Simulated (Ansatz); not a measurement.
# What DFT gives for YbIn$_{4}$F

```xyz
12
Lattice="4.4224 0.0000 0.0000 2.2112 -8.2330 0.0000 0.0000 0.0000 -7.4778" Properties=species:S:1:pos:R:3 pbc="T T T"
In    2.2112    0.0000    0.0000
In    2.2112    0.0000   -3.7389
F     4.4224   -3.7254   -5.6084
F     2.2112   -4.5076   -1.8695
In    2.2112   -3.0031   -7.1170
In    4.4224   -5.2299   -3.3780
In    4.4224   -5.2299   -0.3609
In    2.2112   -3.0031   -4.0998
Yb    2.2112   -6.1058   -5.6084
Yb    4.4224   -2.1272   -1.8695
In    4.4224   -1.0565   -5.6084
In    2.2112   -7.1765   -1.8695
```

Single point in Ansatz 0.2.0 with r2SCAN, no spin polarisation. Cutoff 500 eV, PAW datasets, 4×4×3 Γ-centred k mesh, gaussian filling (width 0.0249 eV).

(1) Metal or insulator?

(2) Give the Bader charges.

(3) Is the cell too large or too small?

(4) Is it stable against the elements?

Origin: a known structure type with other elements, at an estimated volume, so it need not be a known compound. Caveats: no spin polarisation, so a magnetic state may lie lower; the k mesh is coarse if the cell is a metal; f levels without a U or exact exchange are poorly placed.

Run time, from a saved density: 4.4 min on 1 thread of Intel(R) Xeon(R) Platinum 8375C CPU @ 2.90GHz (Ice Lake), with other jobs on the host, peak memory 1.9 GiB. The time holds forces, stress, Bader, DOS, bands, ELF.

## Answers

(1) It is a metal, with about 9.2 states/eV a cell as the mean within 0.25 eV of the Fermi level, mostly In p (41 %), Yb f (28 %) and Yb d (15 %).

(2) Bader charges in e: Yb +1.27, In -0.25 to -0.03, F -0.89. In the mean Yb gives up most and F takes most.

(3) The pressure is 2.5 GPa (compression positive), so with the atoms held at these fractions the cell would first expand. The principal stresses -0.6, 3.5, 4.6 GPa differ, so its shape would change too.

(4) -0.57 eV an atom against the elements' usual phases (free molecules for gases, crystals otherwise, with no correction for O₂ or N₂), so it is bound against them; other compounds may still compete. Relaxing would lower it.
